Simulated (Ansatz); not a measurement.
Consider the following.

Ag (fcc, Cu type)

```xyz
1
Lattice="0.0000 2.0274 2.0274 2.0274 0.0000 2.0274 2.0274 2.0274 0.0000" Properties=species:S:1:pos:R:3 pbc="T T T"
Ag     0.0000     0.0000     0.0000
```

The volume is varied about the relaxed value V₀ at fixed cell shape. Symmetry pins the atoms to their sites.

Computed with PBEsol (plane waves to 420 eV, PAW, scalar-relativistic; Ansatz, an electronic-structure program). k mesh 20×20×20 (Γ-centred), Fermi-Dirac smearing 0.05 eV. E stands for the smeared free energy. Compression counts positive. Ag was relaxed with its symmetry unable to fall. The PAW data are Ansatz's earlier set. The zero of ΔE is the relaxed starting cell.

The scan covers V/V₀ from 0.840 to 1.160 in 11 points.

Task: What is the fitted pressure derivative B₀′?

Result: 5.7.

Task: What bulk modulus B₀ follows from a third-order Birch-Murnaghan fit?

Result: 119 GPa.

(A scan under strain: stresses follow from slopes of the energy per volume, elastic moduli from its curvatures.)
